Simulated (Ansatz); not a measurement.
**Computed scan of one atom of the cell: ZrB2 (AlB2 type, space group P6/mmm)**

ZrB2 (AlB2 type, space group P6/mmm)

```
CELL_PARAMETERS angstrom
      6.33540     0.00000     0.00000
     -1.58385     2.74331     0.00000
      0.00000     0.00000     3.55026
ATOMIC_POSITIONS crystal
  Zr 0.00000 0.00000 0.00000
  Zr 0.50000 0.00000 0.00000
  B  0.16667 0.66667 0.50000
  B  0.66667 0.66667 0.50000
  B  0.33333 0.33333 0.50000
  B  0.83333 0.33333 0.50000
```

In each cell atom 2 (Zr, nearest neighbour B at 2.549 Å; its periodic images, 3.2 Å or more away, move with it) moves by s·(0.577, 0.577, 0.577) (along Cartesian [111]), the rest being held.

Method: r2SCAN (plane waves to 500 eV, PAW, scalar-relativistic; Ansatz, a program for electronic structure). k mesh 7×14×11 (Γ-centred), Fermi-Dirac smearing 0.05 eV. Energies are smeared free energies. Stress and pressure are positive under compression. With partly filled bands, energies and forces of such displacements shift with the k mesh and the smearing. F∥ is the force on the atom along that direction. F⊥ is the part of the force across the line. ZrB2 is run without spin polarisation. ZrB2 was relaxed with its symmetry unable to fall. ΔE is measured from the undisplaced structure.

```
s (Å)   ΔE (meV/cell)  P (GPa)  F∥ (eV/Å)  |F⊥| (eV/Å)
------  -------------  -------  ---------  -----------
-0.250            629      3.8      5.167        0.509
-0.200            398      2.4      4.054        0.429
-0.150            222      1.4      2.993        0.334
-0.100             98      0.6      1.973        0.229
-0.050             24      0.2      0.980        0.116
0.000               0      0.0      0.000        0.000
0.050              24      0.2     -0.980        0.116
0.100              98      0.6     -1.973        0.229
0.150             222      1.4     -2.993        0.334
0.200             398      2.4     -4.054        0.429
0.250             629      3.8     -5.167        0.509
```

Read from the data:

| Property | Result |
|---|---|
| Energy at s = 0.250 Å | 629 meV/cell |
| Force along the line at s = -0.250 Å | 5.17 eV/Å |
| Symmetry of the curve | even: the same for both signs |
| Shape of the curve | a single well with its minimum at or next to zero displacement |
| Force constant k = d²E/ds² at s = 0 (finite differences) | 19.6 eV/Å² |
| Harmonic estimate at the end of the scan | ½ks² = 611 meV/cell against the computed 629 meV/cell, so the well is close to harmonic there |

(For displaced atoms, the force is minus the slope of the energy, and its curvature is a force constant, which sets phonon frequencies.)
